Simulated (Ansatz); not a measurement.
**Coordination and ¹⁴N quadrupole coupling in Y2Zn3N4**

Cell: a Materials Project structure (computed, not necessarily an observed phase).

```
Y Zn N
1.0
     5.80275   -3.58962    0.00000
     5.80275    3.58962    0.00000
    -0.18997    0.00000    6.34285
Y Zn N
4 6 8
Direct
  0.48613 0.23005 0.64164
  0.76995 0.51387 0.85836
  0.51387 0.76995 0.35836
  0.23005 0.48613 0.14164
  0.23653 0.06835 0.02998
  0.93165 0.76346 0.47002
  0.76346 0.93165 0.97002
  0.06835 0.23653 0.52998
  0.26088 0.73912 0.75000
  0.73912 0.26088 0.25000
  0.31278 0.15404 0.33193
  0.84596 0.68722 0.16807
  0.68722 0.84596 0.66807
  0.15404 0.31278 0.83193
  0.64907 0.25211 0.97581
  0.74789 0.35093 0.52419
  0.35093 0.74789 0.02419
  0.25211 0.64907 0.47581
```

Atoms are numbered from 1 in the order listed; like atoms form one site, named after its first atom.

Level of theory: DFT, r2SCAN, plane waves and PAW, scalar-relativistic, 500 eV cutoff, Γ-centred 5×5×5 k-points, Fermi–Dirac smearing 0.02 eV (Ansatz 0.2.0).

Q(¹⁴N) = 20.44 mb.

Problem. Rank these N sites by |C_Q|, smallest first.
A. N15: 2 Zn at 1.84–1.97 Å, angle 94°; also 3 Y at 2.40–2.80 Å
B. N11: 2 Zn at 1.98–2.11 Å, 3 Y at 2.36–2.43 Å

Solution. A (1.45 MHz, η = 0.65), B (1.79 MHz, η = 0.83).

Like point charges on the first shell alone (each adding as 1/d³) would put N15 above N11: the kind of neighbour, the covalent part of each bond and the atoms beyond the first shell count as well.

At this cell the principal stresses reach 6 GPa in size with r2SCAN, which can matter for small gradients. The largest force is 0.4 eV/Å, so the atoms aren't at the calculated equilibrium and relaxing them would move these values. Without spin–orbit coupling (the program notes it for Y) the gradients are little affected as a rule: paired runs on crystals with a gap mostly move them by under 2 % at such atoms.
